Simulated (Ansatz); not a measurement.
## Structures of NaBi₂: which is lowest?

Plane-wave DFT in Ansatz with scalar-relativistic PAW potentials, cutoff 420 eV, Γ-centred meshes chosen by cell and gap, Gaussian smearing with energies taken to zero width. Every cell was relaxed (cell and atoms) in a run of its own, within the symmetry of its start. Functional: PBE.

Relaxed structures (starts from databases or built by putting these elements on another compound's sites):
A. P6/mmm, 3 atoms in the computed cell, a = 5.742 Å, c = 3.344 Å; sites (symmetry × multiplicity) Na 6/mmm × 1, Bi -6m2 × 2; start: built
B. P4_2/mnm, 6 atoms in the computed cell, a = 6.345 Å, c = 5.975 Å; sites (symmetry × multiplicity) Na m.mm × 2, Bi m.2m × 4; start: built

**Question.** Rank them by energy. Could pressure change the order?

**Answer.**
```csv
structure,group,E − E(lowest) (meV/atom),V (Å³/atom),gap on mesh (eV)
A,P6/mmm,0.0,31.82,0.00
B,P4_2/mnm,460,40.09,0.00
```

A is lowest, 460 meV/atom under B. The lowest is also the densest of these, so pressure wouldn't bring one of the others in at first order. Other structures may lie lower than all of these, and vibrations aren't counted.

Spin-orbit coupling is left out, which matters for the bands of heavy elements. For Tl, Pb and Bi spin-orbit coupling shifts energies too.